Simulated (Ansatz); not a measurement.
Total density of states per atom from DFT-LDA in the program Ansatz with PAW potentials, in 0.25 eV bins, energy from the Fermi level:

```csv
E (eV),states/eV/atom
-7.85,0.22
-7.60,0.41
-7.35,0.58
-7.10,0.84
-6.85,1.10
-6.60,1.38
-6.35,1.35
-6.10,1.25
-5.85,1.19
-5.60,0.90
-5.35,1.03
-5.10,1.28
-4.85,1.29
-4.60,1.37
-4.35,1.47
-4.10,1.60
-3.85,1.86
-3.60,2.32
-3.35,1.52
-3.10,1.23
-2.85,1.10
-2.60,1.05
-2.35,1.29
-2.10,1.52
-1.85,1.27
-1.60,1.18
-1.35,1.07
-1.10,1.05
-0.85,1.05
-0.60,1.16
-0.35,1.43
-0.10,1.96
0.15,1.42
0.40,0.80
0.65,0.27
0.90,0.27
1.15,0.27
1.40,0.27
1.65,0.27
1.90,0.28
2.15,0.28
2.40,0.27
2.65,0.27
2.90,0.27
3.15,0.26
3.40,0.26
3.65,0.25
3.90,0.25
4.15,0.24
4.40,0.23
4.65,0.22
```

**Question.** Which of these materials gives this?
A) Pt, fcc (Cu type)
B) ZnSe, zinc blende
C) NbP, I4_1md (Nb on 4a, P on 4a)
D) MoP, P-6m2 (Mo on 1a, P on 1d)

**Answer.** A, Pt, fcc (Cu type). Within 0.5 eV of the Fermi level: Pt 5d 96 %. Projections are on Löwdin-orthogonalised atomic valence shells; empty p or d shells of many metals are not among them.

Space group Fm-3m (fcc (Cu type)). The LDA relaxation kept the symmetry of its start. The run is not spin-polarised. Spin–orbit coupling is left out wherever it is not named.

Potentials: the earlier of the program's two PAW sets.
